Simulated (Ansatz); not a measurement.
## HfN: from a starting cell to a relaxed one

The start is a generated cell, HfN placed in the FeSi structure type. Cell shape, volume and atoms are optimised at zero target pressure with PBE (plane waves to 420 eV, PAW, scalar-relativistic; Ansatz, a program for electronic structure). The first steps use a coarse 5×5×5 k-mesh.

Initial structure:
```yaml
crystal:
  lattice:
    - [4.69458, 0.00000, 0.00000]
    - [0.00000, 4.69458, 0.00000]
    - [0.00000, 0.00000, 4.69458]
  atoms:
    - { symbol: Hf, position: [0.13652, 0.13652, 0.13652] }
    - { symbol: Hf, position: [0.63652, 0.36348, 0.86348] }
    - { symbol: Hf, position: [0.86348, 0.63652, 0.36348] }
    - { symbol: Hf, position: [0.36348, 0.86348, 0.63652] }
    - { symbol: N, position: [0.84240, 0.84240, 0.84240] }
    - { symbol: N, position: [0.34240, 0.65760, 0.15760] }
    - { symbol: N, position: [0.15760, 0.34240, 0.65760] }
    - { symbol: N, position: [0.65760, 0.15760, 0.34240] }
```

Problem. Which atoms feel the largest initial force, and how large is it?

Solution. About 1.2 eV/Å, on Hf1, Hf2, Hf3, Hf4 (atoms numbered as listed).

Problem. Does the structure survive the relaxation? Give the final space group.

Solution. The space group goes from P2₁3 (No. 198) to Fm-3m (No. 225); the end is rock salt type, with 2 atoms in the primitive cell.

Problem. By how much does the energy per atom fall from start to end?

Solution. 1.36 to 1.37 eV/atom (the two k-meshes of the run give this range).

Problem. How do the shortest distances between atoms change?

Solution. The closest pairs of elements (up to four, under 3.6 Å), start → end: Hf–N 2.39 → 2.27 Å; Hf–Hf 2.88 → 3.22 Å; N–N 2.91 → 3.22 Å.

Problem. Is the relaxed structure metallic? Give its gap.

Solution. No gap (metallic).

Problem. Write out the relaxed structure.

Solution. 
Space group Fm-3m (No. 225); a = b = c = 4.548 Å, α = β = γ = 90.00°

```csv
atom,site,symmetry,x,y,z
Hf,4a,m-3m,0.0000,0.0000,0.0000
N,4b,m-3m,0.5000,0.5000,0.5000
```
(The calculation used a cell of 2 atoms; values per cell refer to that cell.)

Final values are on a 18×18×18 k-mesh of the relaxed cell. No spin polarisation in the result. The relaxed primitive cell holds an odd number of electrons. A magnetic state may lie lower.

The run could not lose the symmetry of its start; a randomly shaken copy of 4 atoms returns to this structure.
